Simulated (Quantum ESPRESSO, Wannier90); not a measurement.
Wannierisation of BaTiO₃ (P4mm)

Structure: Materials Project mp-5986, symmetrised, not relaxed again. COD (Crystallography Open Database) has the formula in 5 space groups, this one among them (matched by group alone). Level: PBEsol, no spin polarisation, no spin-orbit coupling; pw.x of Quantum ESPRESSO at 68 Ry with PseudoDojo potentials, 8×8×8 k-points, Wannier90. Density: 8×8×8 mesh, cold smearing 0.01 Ry. Spin-orbit coupling is left out although heavy elements are present.

```
begin unit_cell_cart
ang
    3.9903800000    0.0000000000    0.0000000000
    0.0000000000    3.9903800000    0.0000000000
    0.0000000000    0.0000000000    4.1026600000
end unit_cell_cart
mp_grid = 8 8 8
```

Neighbour vectors b of the finite-difference formula (Å⁻¹), by shell:

| shell | b_x | b_y | b_z |
|---|---|---|---|
| 1 | 0.00000 | 0.00000 | 0.19144 |
| 1 | 0.00000 | 0.00000 | -0.19144 |
| 2 | 0.00000 | 0.19682 | 0.00000 |
| 2 | 0.19682 | 0.00000 | 0.00000 |
| 2 | 0.00000 | -0.19682 | 0.00000 |
| 2 | -0.19682 | 0.00000 | 0.00000 |

Find the weights w_b from the completeness condition Σ_b w_b b_α b_β = δ_αβ.

Shell 1: Σ b_x² = 0.000, Σ b_y² = 0.000, Σ b_z² = 0.073 Å⁻²
Shell 2: Σ b_x² = 0.077, Σ b_y² = 0.077, Σ b_z² = 0.000 Å⁻²
Each of the three diagonal sums, weighted, has to give 1 and the off-diagonal ones 0, which holds for w_1 = 13.6 Å², w_2 = 12.9 Å². Check on xx: 13.64×0.000 + 12.91×0.077 = 0.99.

On this mesh the 12 functions of bands 6-8,12-20 (valence bands; start: atomic waves O 2p, O 2s, conv_tol = 1.0e-6) end with spreads 1.0280, 1.1208, 1.6013, 1.2999, 1.0280, 1.1208, 1.2998, 1.6013, 0.7511, 0.9168, 1.6046, 1.6046 Å², Ω_I = 13.2201 Å² and Ω_D = 0.0058 Å².

Ω_total is the sum of the spreads, 14.977 Å². Ω_OD = Ω_total − Ω_I − Ω_D = 1.751 Å². Only (Ω_D + Ω_OD)/Ω_total = 11.7 % depends on the gauge, and another start could lower the total by that share at most. The rms radius is √(Ω_total/12) = 1.12 Å.
